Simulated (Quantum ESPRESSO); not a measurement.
Space group R-3m, hexagonal axes (No. 166); a = b = 3.450 Å, c = 19.662 Å, α = β = 90.00°, γ = 120.00°

```
atom  site  symmetry       x       y       z
----  ----  --------  ------  ------  ------
O       6c        3m  0.0000  0.0000  0.2235
Rb      3a       -3m  0.0000  0.0000  0.0000
Lu      3b       -3m  0.0000  0.0000  0.5000
```
(The calculation used a cell of 4 atoms; values per cell refer to that cell.)

The PBEsol cell relaxed from Materials Project entry mp-7480 was given an isotropic strain of +2 % on all lattice vectors, and the atoms were relaxed again.

Question: What does PBEsol (pw.x of Quantum ESPRESSO, ONCV potentials, without SOC) give for the electronic structure near the Fermi level?

Answer: The PBEsol gap is direct, 3.07 eV at Γ. The 4f states are in the valence at their DFT position.
